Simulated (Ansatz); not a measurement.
Consider the following.

Ag:
```cif
data_Ag
_chemical_formula_sum 'Ag1'
_space_group_name_H-M_alt 'Pm-3m'
_space_group_IT_number 221
_space_group_name_Hall '-P 4 2 3'
_cell_length_a 2.74987
_cell_length_b 2.74987
_cell_length_c 2.74987
_cell_angle_alpha 90.000
_cell_angle_beta 90.000
_cell_angle_gamma 90.000
loop_
_atom_site_label
_atom_site_type_symbol
_atom_site_symmetry_multiplicity
_atom_site_Wyckoff_symbol
_atom_site_fract_x
_atom_site_fract_y
_atom_site_fract_z
_atom_site_occupancy
Ag1 Ag 1 a 0.00000 0.00000 0.00000 1
```

This is the PBE-relaxed structure.

Q: All from PBE in the plane-wave PAW code Ansatz, unless another level is named. Give the density of states at the Fermi level.

A: 0.27 states/eV per atom (mean over ±0.08 eV).

Q: What about the gap with spin–orbit coupling?

A: none (metallic).

The cell is a constructed one: a structure type filled with these elements; neither database checked (COD, Materials Project) lists it. It is not the phase usual at ambient conditions (space group No. 225). The PBE relaxation kept the symmetry of its start; its stability against distortions is not shown here. The run is not spin-polarised. Spin–orbit coupling is left out wherever it is not named.

Potentials: the later of the program's two PAW sets.
